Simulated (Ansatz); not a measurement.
NiGe:
```
CELL_PARAMETERS angstrom
      2.93620     0.00000     0.00000
      0.00000     2.93620     0.00000
      0.00000     0.00000     2.93620
ATOMIC_POSITIONS crystal
  Ni 0.00000 0.00000 0.00000
  Ge 0.50000 0.50000 0.50000
```

Relaxed with r²SCAN. Special points in fractions of this cell's reciprocal vectors: Γ (0.000, 0.000, 0.000); X (0.000, 0.500, 0.000); M (0.500, 0.500, 0.000); R (0.500, 0.500, 0.500).

Q: List the band energies nearest the Fermi level at these points for DFT-r²SCAN with spin–orbit coupling in the program Ansatz with PAW potentials.

A: In eV from the Fermi level; about four levels below and three above (degenerate sets whole), none deeper than 8.9 eV; points with the same levels are listed once.

```tsv
k	below	above
Γ	-1.82 -1.82 -1.82 -1.82 -1.68 -1.68	2.43 2.43 2.76 2.76 2.76 2.76
X	-1.73 -1.73 -1.14 -1.14	7.10 7.10 7.37 7.37
M	-1.37 -1.37 -0.10 -0.10	1.34 1.34 7.81 7.81
R	-1.34 -1.34 -1.34 -1.34	2.13 2.13 2.26 2.26 2.26 2.26
```

Space group Pm-3m (CsCl type). A made-up cell: these elements were put on the sites of a structure type; neither database checked (COD, Materials Project) lists it. COD files the formula under space group No. 62, so this cell is another polymorph or a model. Its standing as an ambient phase is unchecked. Symmetry was held in the r²SCAN relaxation; whether a distortion lowers the energy is not shown. The workflow began spin-polarised and lost its moments.

Potentials: the earlier of the program's two PAW sets.
